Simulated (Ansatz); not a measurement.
Relaxation of a relaxed Bi cell displaced along its unstable phonon at q = (½, 0, 0) of its primitive reciprocal cell (46i cm⁻¹), largest move 0.15 Å; 8 atoms in the cell, which starts as Pnnm (No. 58), oP8; a = 6.301 Å, b = 9.233 Å, c = 5.331 Å, α = 90.00°, β = 90.00°, γ = 90.00°. All values below come from PBEsol (plane waves to 420 eV, PAW, scalar-relativistic; Ansatz, a quantum-chemistry and plane-wave program). Γ-centred k-mesh 7×7×5 on the run's cell (coarser than for final values), Fermi–Dirac smearing 0.05 eV. This is the first round of the run. 

The optimiser's lines from the output (shortened; P is positive under compression):

```
relax step   1: F+E_penalty+E_count = -97953.04016062 eV  Δ(F+E_penalty+E_count) = +0.000e0 eV  max|allowed force component| = 2.293e-1 eV/Å  Δτ_max = 0.0000 Å  P = -0.114 GPa  Ω = 310.104 Å³  (7 SCF iters, dr2 threshold 1.00e-7 eV, accepted)
relax step   2: F+E_penalty+E_count = -97953.28128931 eV  Δ(F+E_penalty+E_count) = -2.411e-1 eV  max|allowed force component| = 3.592e-1 eV/Å  Δτ_max = 0.1949 Å  P = +0.018 GPa  Ω = 306.641 Å³  (6 SCF iters, dr2 threshold 8.00e-7 eV, accepted)
relax step   3: F+E_penalty+E_count = -97953.61272371 eV  Δ(F+E_penalty+E_count) = -3.314e-1 eV  max|allowed force component| = 3.425e-1 eV/Å  Δτ_max = 0.1956 Å  P = -0.105 GPa  Ω = 305.860 Å³  (6 SCF iters, dr2 threshold 8.00e-7 eV, accepted)
relax step   4: F+E_penalty+E_count = -97953.87229329 eV  Δ(F+E_penalty+E_count) = -2.596e-1 eV  max|allowed force component| = 1.940e-1 eV/Å  Δτ_max = 0.1935 Å  P = -0.056 GPa  Ω = 304.542 Å³  (6 SCF iters, dr2 threshold 8.00e-7 eV, accepted)
relax step   5: F+E_penalty+E_count = -97953.79889464 eV  Δ(F+E_penalty+E_count) = +7.340e-2 eV  max|allowed force component| = 6.544e-1 eV/Å  Δτ_max = 0.1936 Å  P = +1.182 GPa  Ω = 304.516 Å³  (6 SCF iters, dr2 threshold 8.00e-7 eV, rejected (line search))
relax step   6: F+E_penalty+E_count = -97953.94710640 eV  Δ(F+E_penalty+E_count) = -7.481e-2 eV  max|allowed force component| = 4.542e-2 eV/Å  Δτ_max = 0.0938 Å  P = -0.270 GPa  Ω = 307.310 Å³  (10 SCF iters, accepted)
relax step   7: F+E_penalty+E_count = -97953.99836076 eV  Δ(F+E_penalty+E_count) = -5.125e-2 eV  max|allowed force component| = 8.254e-2 eV/Å  Δτ_max = 0.0584 Å  P = +0.158 GPa  Ω = 305.089 Å³  (6 SCF iters, dr2 threshold 6.49e-7 eV, accepted)
relax step   8: F+E_penalty+E_count = -97954.09209599 eV  Δ(F+E_penalty+E_count) = -9.374e-2 eV  max|allowed force component| = 1.323e-1 eV/Å  Δτ_max = 0.0987 Å  P = +0.060 GPa  Ω = 307.291 Å³  (5 SCF iters, dr2 threshold 7.03e-7 eV, accepted)
relax step   9: F+E_penalty+E_count = -97954.23937341 eV  Δ(F+E_penalty+E_count) = -1.473e-1 eV  max|allowed force component| = 7.434e-2 eV/Å  Δτ_max = 0.1055 Å  P = +0.346 GPa  Ω = 307.281 Å³  (6 SCF iters, dr2 threshold 8.00e-7 eV, accepted)
relax step  10: F+E_penalty+E_count = -97954.27669553 eV  Δ(F+E_penalty+E_count) = -3.732e-2 eV  max|allowed force component| = 2.664e-1 eV/Å  Δτ_max = 0.1930 Å  P = -0.153 GPa  Ω = 315.878 Å³  (6 SCF iters, dr2 threshold 8.00e-7 eV, accepted)
relax step  11: F+E_penalty+E_count = -97954.34315620 eV  Δ(F+E_penalty+E_count) = -6.646e-2 eV  max|allowed force component| = 2.027e-1 eV/Å  Δτ_max = 0.2000 Å  P = +0.557 GPa  Ω = 324.762 Å³  (6 SCF iters, dr2 threshold 8.00e-7 eV, accepted)
relax step  12: F+E_penalty+E_count = -97953.90937410 eV  Δ(F+E_penalty+E_count) = +4.338e-1 eV  max|allowed force component| = 9.431e-1 eV/Å  Δτ_max = 0.0946 Å  P = +1.745 GPa  Ω = 329.987 Å³  (6 SCF iters, dr2 threshold 8.00e-7 eV, rejected (line search))
relax step  13: F+E_penalty+E_count = -97954.38473531 eV  Δ(F+E_penalty+E_count) = -4.158e-2 eV  max|allowed force component| = 8.662e-2 eV/Å  Δτ_max = 0.0986 Å  P = +0.394 GPa  Ω = 328.764 Å³  (11 SCF iters, accepted)
relax step  14: F+E_penalty+E_count = -97954.41258042 eV  Δ(F+E_penalty+E_count) = -2.785e-2 eV  max|allowed force component| = 4.140e-2 eV/Å  Δτ_max = 0.0998 Å  P = -0.042 GPa  Ω = 338.208 Å³  (6 SCF iters, dr2 threshold 7.46e-7 eV, accepted)
relax step  15: F+E_penalty+E_count = -97954.42249249 eV  Δ(F+E_penalty+E_count) = -9.912e-3 eV  max|allowed force component| = 7.566e-2 eV/Å  Δτ_max = 0.1463 Å  P = -0.339 GPa  Ω = 344.063 Å³  (6 SCF iters, dr2 threshold 1.07e-7 eV, accepted)
relax step  16: F+E_penalty+E_count = -97954.42886210 eV  Δ(F+E_penalty+E_count) = -6.370e-3 eV  max|allowed force component| = 1.125e-2 eV/Å  Δτ_max = 0.0174 Å  P = +0.030 GPa  Ω = 340.955 Å³  (5 SCF iters, dr2 threshold 6.11e-7 eV, accepted)
relax step  17: F+E_penalty+E_count = -97954.42911818 eV  Δ(F+E_penalty+E_count) = -2.561e-4 eV  max|allowed force component| = 4.417e-3 eV/Å  Δτ_max = 0.0083 Å  P = -0.019 GPa  Ω = 341.090 Å³  (6 SCF iters, dr2 threshold 8.85e-9 eV, accepted)
relax step  18: F+E_penalty+E_count = -97954.42916926 eV  Δ(F+E_penalty+E_count) = -5.107e-5 eV  max|allowed force component| = 2.802e-4 eV/Å  Δτ_max = 0.0020 Å  P = +0.003 GPa  Ω = 340.951 Å³  (5 SCF iters, dr2 threshold 3.92e-9 eV, accepted)
relax step  19: F+E_penalty+E_count = -97954.46545145 eV  Δ(F+E_penalty+E_count) = -3.628e-2 eV  max|allowed force component| = 5.808e-3 eV/Å  Δτ_max = 0.0000 Å  P = +0.213 GPa  Ω = 340.951 Å³  stress off target by 4.76e-1 GPa  SCF on the basis re-selected at this cell (its energy is not comparable with the rows above)  (8 SCF iters)
relax step  20: F+E_penalty+E_count = -97954.47164094 eV  Δ(F+E_penalty+E_count) = -6.189e-3 eV  max|allowed force component| = 2.715e-2 eV/Å  Δτ_max = 0.0233 Å  P = +0.029 GPa  Ω = 344.494 Å³  (5 SCF iters, dr2 threshold 5.66e-7 eV, accepted)
relax step  21: F+E_penalty+E_count = -97954.47264428 eV  Δ(F+E_penalty+E_count) = -1.003e-3 eV  max|allowed force component| = 1.707e-3 eV/Å  Δτ_max = 0.0175 Å  P = -0.001 GPa  Ω = 344.156 Å³  (6 SCF iters, dr2 threshold 4.61e-8 eV, accepted)
relax step  22: F+E_penalty+E_count = -97954.47282912 eV  Δ(F+E_penalty+E_count) = -1.848e-4 eV  max|allowed force component| = 1.713e-3 eV/Å  Δτ_max = 0.0000 Å  P = -0.002 GPa  Ω = 344.156 Å³  stress off target by 1.09e-2 GPa  SCF on the basis re-selected at this cell (its energy is not comparable with the rows above)  (6 SCF iters)
```

From the first to the last row the energy changes by -0.18 eV/atom and the volume by +11.0 %. The last row is marked as not comparable with the walk above it, whose basis was carried along; it does compare with step 1, since both stand on a basis selected at the nominal cutoff for their own cell.

Steps 5, 12 were rejected by the optimiser.

Later rounds, restarted from the end of this one on a renewed k-mesh, logged 10 more steps and released under 0.01 eV/atom more. The final structure after all rounds: P6₃/mmc (No. 194), hP4; a = 4.387 Å, b = 4.387 Å, c = 10.349 Å, α = 90.00°, β = 90.00°, γ = 120.00°. Between re-selections the logged energies stand on a plane-wave basis carried along with the cell. No spin polarisation in the result.

The run could not lose the symmetry of its start, so the end can be a saddle point.

The relaxed structure here is a generated cell of Bi: the first start was made by placing the elements on the sites of a structure type, and the end was not matched to a known phase here, so it may be hypothetical. Known forms of Bi include space group No. 166.
